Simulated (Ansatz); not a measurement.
This In₅Sb₂As₃ structure is the end of a relaxation. The cell was found from a structure generator's guess, not taken from experiment.

All numbers below come from DFT PBE, scalar-relativistic, plane waves, PAW in Ansatz 0.2.0. Cutoff 420 eV, Γ-centred mesh, Gaussian smearing, no spin polarisation.

```cif
data_structure
_symmetry_space_group_name_H-M 'P 1'
_symmetry_Int_Tables_number 1
_cell_length_a 6.5276
_cell_length_b 5.5080
_cell_length_c 7.3214
_cell_angle_alpha 90.000
_cell_angle_beta 90.930
_cell_angle_gamma 90.000
_cell_volume 263.20
loop_
_atom_site_label
_atom_site_type_symbol
_atom_site_fract_x
_atom_site_fract_y
_atom_site_fract_z
_atom_site_occupancy
In1 In 0.96452 0.00000 0.06540 1
In2 In 0.38375 0.00000 0.23434 1
In3 In 0.77137 0.00000 0.45411 1
In4 In 0.17436 0.00000 0.64714 1
In5 In 0.57782 0.00000 0.84436 1
Sb1 Sb 0.27987 0.50000 0.43574 1
Sb2 Sb 0.09090 0.50000 0.86487 1
As1 As 0.86009 0.50000 0.28935 1
As2 As 0.69471 0.50000 0.59813 1
As3 As 0.45261 0.50000 0.06656 1
```

Formation energies are uncorrected and refer to the elements' standard structures at the same level.

Q: What space group does it have?

A: Pm (No. 6). Conventional cell: a = 6.528 Å, b = 5.508 Å, c = 7.321 Å, β = 90.9°. Around In on its first site lie 3 In at 2.98–3.13 Å, 2 Sb at 3.23 Å, 2 As at 3.28 Å and 1 In at 3.37 Å; In on its second site has 3 In at 2.98–3.14 Å, 2 As at 3.05 Å, 2 Sb at 3.20 Å and 1 In at 3.34 Å; Sb on its first site is surrounded by 3 As at 2.93–2.95 Å, 4 In at 3.20–3.24 Å and 1 Sb at 3.39 Å; As on its first site is surrounded by 1 As at 2.52 Å, 1 Sb at 2.93 Å, 2 In at 3.07 Å, 1 As at 3.10 Å, 2 In at 3.28 Å and 1 Sb at 3.48 Å; 6 more sites not described.

Q: How far does it lie from the elements in energy?

A: +0.10 eV/atom. The separate elements lie lower, so it is unstable against them.

Q: Is it a metal?

A: Yes, bands cross the Fermi level on the 6×8×6 mesh.

The last run used a 6×8×6 mesh (in the run's order of axes) for its 10-atom cell and Gaussian smearing of 0.10 eV. These runs have no spin–orbit coupling, which can matter for Sb. The reference form of As is held partly by dispersion forces, which this level lacks. A later test with randomly moved atoms ended 5 meV/atom lower on a coarse mesh, in P1 at a loose tolerance, which is no clear verdict on its stability.
